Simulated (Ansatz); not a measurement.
Sn4Pd:
Space group Ccce, origin choice 1 (No. 68); a = 6.4824 Å, b = 11.5640 Å, c = 6.4395 Å, α = 90.00°, β = 90.00°, γ = 90.00°

```csv
atom,site,symmetry,x,y,z
Sn,16i,1,0.3287,0.1257,0.3310
Pd,4b,222,0.5000,0.5000,0.5000
```
(The calculation used a cell of 10 atoms; values per cell refer to that cell.)

Relaxed with r²SCAN.

### Question
Tabulate the valence density and the electron localisation function along the shortest Sn–Pd contact (2.80 Å), DFT-r²SCAN in the program Ansatz with PAW potentials.

### Answer


| distance from Sn (Å) | density (e/Å³) | ELF |
|---|---|---|
| 0.28 | 11.41 | 0.00 |
| 0.42 | 7.26 | 0.03 |
| 0.56 | 4.01 | 0.10 |
| 0.70 | 2.02 | 0.21 |
| 0.84 | 1.02 | 0.28 |
| 0.98 | 0.57 | 0.29 |
| 1.12 | 0.40 | 0.32 |
| 1.26 | 0.33 | 0.36 |
| 1.40 | 0.31 | 0.36 |
| 1.54 | 0.35 | 0.29 |
| 1.68 | 0.47 | 0.26 |
| 1.82 | 0.76 | 0.30 |
| 1.96 | 1.55 | 0.41 |
| 2.10 | 3.51 | 0.51 |
| 2.24 | 6.70 | 0.54 |
| 2.38 | 10.03 | 0.48 |
| 2.52 | 12.37 | 0.37 |

The density is the valence pseudo-density with augmentation charge, so density and ELF within about 1 Å of a nucleus are not all-electron values.

The workflow started from a Materials Project entry (that database holds measured and hypothetical structures alike); the Crystallography Open Database files this formula in space group No. 68, but the cells were not matched. Whether it is the stable phase at ambient conditions was not checked. Symmetry was held in the r²SCAN relaxation; whether a distortion lowers the energy is not shown. No spin polarisation was allowed. Axis ratios of metals converge slowly with the k-mesh, so a and c are less sure than the volume. Scalar-relativistic: spin–orbit coupling is off unless named, which matters more the heavier the elements.

Potentials: the later of the program's two PAW sets.
